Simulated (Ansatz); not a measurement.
The relaxation started from an entry of Materials Project.

The end point of a relaxation of Ti$_{3}$AlC. Space group Pm-3m (No. 221), anti-perovskite type. All values below come from PBEsol (plane waves to 420 eV, PAW, scalar-relativistic; Ansatz, a quantum-chemistry and plane-wave program).

Space group Pm-3m (No. 221); a = b = c = 4.1407 Å, α = β = γ = 90.00°

```csv
atom,site,symmetry,x,y,z
Ti,3c,4/mm.m,0.0000,0.5000,0.5000
Al,1a,m-3m,0.0000,0.0000,0.0000
C,1b,m-3m,0.5000,0.5000,0.5000
```

For Ti3AlC, the volume per atom is 14.20 Å³. The band gap is zero (metallic) and the shortest distances is C–Ti 2.07 Å; Ti–Ti 2.93 Å; Al–Ti 2.93 Å; Al–C 3.59 Å. The k-mesh comes out as 11×11×11.

No spin polarisation in the result. The relaxed primitive cell holds an odd number of electrons. A magnetic state may lie lower.

The run could not lose the symmetry of its start.

All atoms sit on sites fixed by symmetry, so only the cell could relax.
